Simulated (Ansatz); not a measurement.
Piezoelectric tensor of Al2InAs3

Theory: DFT PBE, scalar-relativistic, plane waves, PAW in Ansatz. Plane waves to 420 eV; Γ-centred k mesh 6×6×4; fixed occupations. No spin polarisation.

Equilibrium structure at this level:
```yaml
crystal:
  lattice:
    - [4.15523, 0.00000, 0.00000]
    - [-2.07761, 3.59853, 0.00000]
    - [0.00000, 0.00000, 10.18977]
  atoms:
    - { symbol: Al, position: [0.00000, 0.00000, 0.00678] }
    - { symbol: Al, position: [0.66667, 0.33333, 0.32719] }
    - { symbol: In, position: [0.33333, 0.66667, 0.66495] }
    - { symbol: As, position: [0.00000, 0.00000, 0.76488] }
    - { symbol: As, position: [0.33333, 0.66667, 0.40300] }
    - { symbol: As, position: [0.66667, 0.33333, 0.08320] }
```

The structure comes from a generated guess, relaxed at this level; another structure or a mixture of phases may lie lower.

(1) Give the relaxed-ion proper piezoelectric stress tensor e_iJ (C/m², Voigt columns xx yy zz yz xz xy).

(2) With the elastic constants (GPa, Voigt order)
```
111.1  37.1  30.8   9.5   0.0   0.0
 37.1 111.1  30.8  -9.5   0.0   0.0
 30.8  30.8 120.8   0.0   0.0   0.0
  9.5  -9.5   0.0  29.8   0.0   0.0
  0.0   0.0   0.0   0.0  29.8   9.5
  0.0   0.0   0.0   0.0   9.5  37.0
```
find the strain coefficients d = e·C⁻¹ (pC/N).

## Answers

(1)
```
x    0.000  0.000  0.000  0.000 -0.105 -0.124
y   -0.124  0.124  0.000 -0.105  0.000  0.000
z   -0.077 -0.077  0.134  0.000  0.000  0.000
```
Signs follow the orientation of the cell as given.

(2)
```
x    0.00  0.00  0.00  0.00 -2.66 -2.68
y   -1.34  1.34  0.00 -2.66  0.00  0.00
z   -0.84 -0.84  1.54  0.00  0.00  0.00
```
